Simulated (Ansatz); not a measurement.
Computed with DFT PBE, scalar-relativistic, plane waves, PAW in Ansatz. All cells share a 420 eV cutoff and Γ-centred k meshes spaced about 0.3 Å⁻¹ or finer (0.25 for metals, 2π included). No spin polarisation.

Temperature and zero-point effects are left out.

Two relaxed structures of Hf2Ti2Ge3:

A. Space group I4/mmm (No. 139), tetragonal, a = 3.481 Å, c = 20.375 Å. Hf has 1 Ti at 2.85 Å, 8 Ge at 2.86–3.00 Å, 1 Hf at 2.91 Å and 4 Hf at 3.48 Å; Ti has 5 Ge at 2.71–2.72 Å, 1 Hf at 2.85 Å, 4 Ti at 2.93 Å and 4 Ti at 3.48 Å; Ge on a site of symmetry 4mm is surrounded by 5 Ti at 2.71–2.72 Å, 4 Hf at 3.00 Å, 1 Ge at 3.17 Å and 4 Ge at 3.48 Å; Ge on a site of symmetry 4/mmm is surrounded by 8 Hf at 2.86 Å, 2 Ge at 3.17 Å and 4 Ge at 3.48 Å.

B. Space group I4/mmm (No. 139), tetragonal, a = 3.505 Å, c = 20.271 Å. Hf is surrounded by 4 Ge at 2.84 Å, 1 Ti at 2.84 Å, 4 Hf at 3.06 Å, 1 Ge at 3.17 Å and 4 Hf at 3.50 Å; around Ti lie 1 Ti at 2.66 Å, 8 Ge at 2.81–2.88 Å, 1 Hf at 2.84 Å and 4 Ti at 3.50 Å; around Ge on a site of symmetry 4mm lie 1 Ge at 2.79 Å, 4 Hf at 2.84 Å, 4 Ti at 2.88 Å, 1 Hf at 3.17 Å and 4 Ge at 3.50 Å; Ge on a site of symmetry 4/mmm is surrounded by 2 Ge at 2.79 Å, 8 Ti at 2.81 Å and 4 Ge at 3.50 Å.

**Question.** Which placement of the atoms is lower in energy, and by how much?

**Answer.** A is lower, by 41 meV/atom. The two share one framework of sites and differ in which element sits where. A has space group I4/mmm (No. 139), 17.6 Å³/atom and no gap on its mesh; B has space group I4/mmm (No. 139), 17.8 Å³/atom and no gap. Counting Ge atoms around Hf and Ti (those within 1.25 times the shortest such distance or 1.15 times the sum of covalent radii; a plus sign parts nearer from farther groups), A has Hf 8, Ti 5 and B has Hf 4+1, Ti 8. Both come from trial cells of a structure search, whose lowest cell (P-1, 17.9 Å³/atom) lies 35 meV/atom below the lower of the two.

These runs have no spin–orbit coupling, which can matter for Hf. Trial moments fell under 0.15 μB along the way in I4/mmm; another start might hold them. With atoms moved at random, A (by 35 meV/atom) fell into a lower structure. B had no clear such test and can be a saddle point.
